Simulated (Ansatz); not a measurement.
This run works on a generated trial structure, not on a known crystal.

Input and command of a plane-wave DFT calculation in Ansatz:

```yaml
crystal:
  lattice:
    - [-3.101598004, 3.101598004, 2.6264692973]
    - [3.101598004, -3.101598004, 2.6264692973]
    - [3.101598004, 3.101598004, -2.6264692973]
  atoms:
    - { symbol: La, position: [0.5, 0.5, 0.0] }
    - { symbol: Sc, position: [0.5, 0.0, 0.5] }
    - { symbol: Sc, position: [0.0, 0.5, 0.5] }
    - { symbol: F, position: [0.0, 0.0, 0.0] }
basis:
  ecutwfc: 420
kpoints:
  mp_grid: { grid: [12, 12, 12] }
hamiltonian:
  xc: pbe
scf:
  occupations: { method: gaussian, width: 0.1 }
output:
  forces: true
  stress: true
  eigenvalues: true
  write_density: true
  write_potential: true
  elf: true
  volumetric_format: npy
relax:
  adjacent_minimum: "off"
  f_tol: 0.01
  max_steps: 80
  cell: { stress_tol: 0.05 }
```

```bash
ansatz run input.yaml --threads 1 --pin off --max-ram 2560MiB --backend cpu --events-out ev --progress --plain --runs-dir out
```

Processor: Arm Neoverse V1, 1 thread, on a host shared with other jobs.

Question: How long does it run, and how much memory does it take?

Answer: About 2.2 min, peak memory 0.63 GiB. It solves 24 bands at 163 k points (after reduction by symmetry) with about 1969 plane waves (on the last cell), in 26 SCF iterations over 4 ionic steps.
